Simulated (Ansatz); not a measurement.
Phonons of a relaxed structure of NaCl by density-functional perturbation theory (low response-accuracy setting, no LO–TO term) at Γ and zone-boundary points with q components 0 or ½ of the primitive reciprocal vectors. Calculation: PBE (plane waves to 420 eV, PAW, scalar-relativistic; Ansatz, a quantum-chemistry and plane-wave program). Γ-centred k-mesh 8×8×8, Fermi–Dirac smearing 0.05 eV.

```
CELL_PARAMETERS angstrom
      0.00000     2.84746     2.84746
      2.84746     0.00000     2.84746
      2.84746     2.84746     0.00000
ATOMIC_POSITIONS crystal
  Cl 0.00000 0.00000 0.00000
  Na 0.50000 0.50000 0.50000
```

Space group Fm-3m (No. 225), rock salt type.

```tsv
q	wavenumbers (cm⁻¹; i marks imaginary)
Γ	0 (×3), 151 (×3)
L (½, 0, 0)	107 (×2), 126 (×2), 169, 208
X (½, ½, 0)	83 (×2), 138, 160 (×2), 173
```

No instability shows at these points (nothing beyond 15i cm⁻¹, the threshold used here). Other wavevectors were not sampled, so this does not prove stability.

No spin polarisation in the result.
